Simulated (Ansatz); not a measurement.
# Fields on a plane of Y (hcp, Mg type)

```
CELL_PARAMETERS angstrom
      3.65564     0.00000     0.00000
     -1.82782     3.16588     0.00000
      0.00000     0.00000     5.67870
ATOMIC_POSITIONS crystal
  Y  0.33333 0.66667 0.75000
  Y  0.66667 0.33333 0.25000
```

The slice is a (0001) plane (indices of the conventional cell) through the point (0.333, 0.667, 0.750) (fractional), spanned by u = [110] and v = [1 -1 0] in vectors of this cell: u (3.66 Å) and v (6.33 Å, at 90° to u). It covers one period; positions are fractions (u, v).

Atoms on it: Y at (0.00, 0.00); Y at (0.50, 0.50).

All values below come from PBE (plane waves to 420 eV, PAW, scalar-relativistic; Ansatz, a first-principles code). k mesh 15×15×8. These are valence fields of a PAW run, semicore shells included where kept as valence: close to a nucleus they are smooth pseudo fields. Y is run without spin polarisation. Y was relaxed with its symmetry unable to fall.

```
|xxxxxxxxxxxx  --**####**--  xxxxxxxxxx|
|xxxxxxxxxx    ==##%%%%##==    xxxxxxxx|
|xxxxxxxxxx  ::**%%@@@@%%**::  xxxxxxxx|
|xxxxxxxx  ..==##%%@@@@%%##==..  xxxxxx|
|xx      ..==**%%@@@@@@@@%%**==..      |
|    ..::==**##%%@@@@@@@@%%##**==::..  |
|====++++**##%%%%@@@@@@@@%%%%##**++++==|
|######################################|
|%%%%%%%%####**++++====++++**####%%%%%%|
|@@@@%%%%**++--::        ::--++**%%%%@@|
|@@@@%%##++::      xxxx      ::++##%%@@|
|@@%%##++--    xxxxxxxxxxxx    --++##%%|
|%%%%**==    xxxxxxxxxxxxxxxx    ==**%%|
|%%##++::  xxxxxxxxxxxxxxxxxxxx  ::++##|
|####++..  xxxxxxxxxxxxxxxxxxxx  ..++##|
|####++..  xxxxxxxxxxxxxxxxxxxx  ..++##|
|%%##++..  xxxxxxxxxxxxxxxxxxxx  ..++##|
|%%##**--  xxxxxxxxxxxxxxxxxxxx  --**##|
|@@%%##==    xxxxxxxxxxxxxxxx    ==##%%|
|@@@@%%**--    xxxxxxxxxxxx    --**%%@@|
|@@@@%%##++--      xxxx      --++##%%@@|
|@@@@@@%%##++--::        ::--++##%%@@@@|
|@@@@%%%%####**++========++**####%%%%@@|
|######################################|
|====++****####%%%%%%%%%%%%####****++==|
|    ..--==**##%%@@@@@@@@%%##**==--..  |
|xx      ..==**##%%@@@@%%##**==..      |
|xxxxxxxx  ..==**%%@@@@%%**==..  xxxxxx|
|xxxxxxxxxx  ::++##%%%%##++::  xxxxxxxx|
|xxxxxxxxxx    ==**%%%%**==    xxxxxxxx|
|xxxxxxxxxxxx  --**####**--  xxxxxxxxxx|
|xxxxxxxxxxxx  --**####**--  xxxxxxxxxx|
```
Scale: ten equal steps from -1.00 (start of ' ') to 7.96 (end of '@'), in the order ' .:-=+*#%@'. Values: electrostatic potential energy of an electron, from the cell's mean, in eV. The map has 19 points along u (two characters each, u = 0 at the left) and 32 along v (v = 0 in the bottom row). Points within 1 Å of a nucleus are blanked (x), as the pseudised field means little there. Values under -1 eV are set to -1. The zero, the cell's mean, hangs on the PAW cores.

```
|xxxxxx9999551100112222110011559999xxxx|
|xxxx99998844000022444422000044889999xx|
|99999988552200113355553311002255889999|
|99998855220000225577775522000022558899|
|55553311000011446688886644110000113355|
|11000000001122557777777755221100000000|
|00000000002233445566665544332200000000|
|00000011112222222222222222222211110000|
|22222211111100000000000000001111112222|
|33332211000000000011110000000000112233|
|33331100000000224455554422000000001133|
|22221100001144778899998877441100001122|
|22110000004477999999999999774400000011|
|1111000022669999xxxxxxxx99996622000011|
|1111000033889999xxxxxxxx99998833000011|
|22110000338899xxxxxxxxxxxx998833000011|
|2211000033779999xxxxxxxx99997733000011|
|4433110022669999xxxxxxxx99996622001133|
|66442200113377999999999999773311002244|
|77663311001144778899998877441100113366|
|88775522000000224455554422000000225577|
|77776644110000000011110000000011446677|
|66665544221100000000000000001122445566|
|22222222221111110000000011111122222222|
|00000000111111112222222211111111000000|
|11110000000011112233332211110000000011|
|55443311000000112233332211000000113344|
|99998855220000001122221100000022558899|
|99999999662200001122221100002266999999|
|xxxx99998844000000111100000044889999xx|
|xxxxxx9999551100001111000011559999xxxx|
|xxxxxx9999661100001111000011669999xxxx|
```
Scale: ten equal steps from 0.09 (start of '0') to 0.86 (end of '9'), in the order '0123456789'. Values: electron localisation function (ELF). The map has 19 points along u (two characters each, u = 0 at the left) and 32 along v (v = 0 in the bottom row). Points within 0.5 Å of a nucleus are blanked (x), as the pseudised field means little there.

The density on the Y–Y line (3.66 Å) at its midpoint comes out as 0.09 e/Å³ and the ELF at that point comes out as 0.2.
